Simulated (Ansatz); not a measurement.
**Slab of fcc Ni (111), 6 layers**

The slab is cut from the fcc crystal, the stable phase, as relaxed on PAW files (10.40 Å³/atom), with 16 Å of vacuum and a dipole correction:

```
CELL_PARAMETERS angstrom
2.44976 0.00000 0.00000
-1.22488 2.12156 0.00000
0.00000 0.00000 26.00110
ATOMIC_POSITIONS crystal
Ni 0.16667 0.33333 0.30768
Ni 0.50000 0.00000 0.38461
Ni 0.83333 0.66667 0.46154
Ni 0.16667 0.33333 0.53846
Ni 0.50000 0.00000 0.61539
Ni 0.83333 0.66667 0.69232
```

Level of theory: DFT with PBEsol, scalar-relativistic, in Ansatz 0.2.0; a Γ-centred 15×15×1 k mesh, Fermi–Dirac smearing of 0.1 eV, spin-polarised from start moments Ni1 1, Ni2 1, Ni3 1, Ni4 1, Ni5 1, Ni6 1 μB. LAPW: all electrons, basis error target 1 meV/atom; PAW: frozen-core files, cutoff 420 eV.

The bulk energy comes from a cell in the slab's orientation on a 15×15×6 mesh. The surface energy is (E(slab) − N·E(bulk))/2A at zero smearing, the mean of both faces; thin slabs carry quantum-size effects.

Other magnetic orders may lie lower. The PAW files were made under PBE.

Task: As cut, the LAPW slab lies 1.521 eV above 6 atoms of bulk. What surface energy is that?

Result: Over two faces of 5.20 Å² it is 146.3 meV/Å², and times 16.02 J/m² per eV/Å² that gives γ = 2.344 J/m².

Task: What do relaxation and the other method give, and what work function comes out?

Result: 

```
method  γ as cut (J/m²)  γ relaxed (J/m²)  Φ as cut (eV)  Φ relaxed (eV)
  LAPW            2.344             2.336           5.24            5.23
   PAW            2.346             2.337           5.24            5.24
```

Task: How do the spacings between the planes relax?

Result: From the bottom face up: d12 -1.4 % of 2.000 Å, d23 0.0 % of 2.000 Å, d34 +0.1 % of 2.000 Å, d45 0.0 % of 2.000 Å, d56 -1.4 % of 2.000 Å.

Task: How do the moments vary through the slab?

Result: Ni1 0.69, Ni2 0.69, Ni3 0.65, Ni4 0.65, Ni5 0.69, Ni6 0.69 μB in the LAPW spheres; the bulk has Ni 0.64 μB.

Task: What changes if the images along the normal are cut off in place of the dipole correction?

Result: LAPW then gives: no gap, work function 5.23 eV; PAW: no gap, work function 5.24 eV.
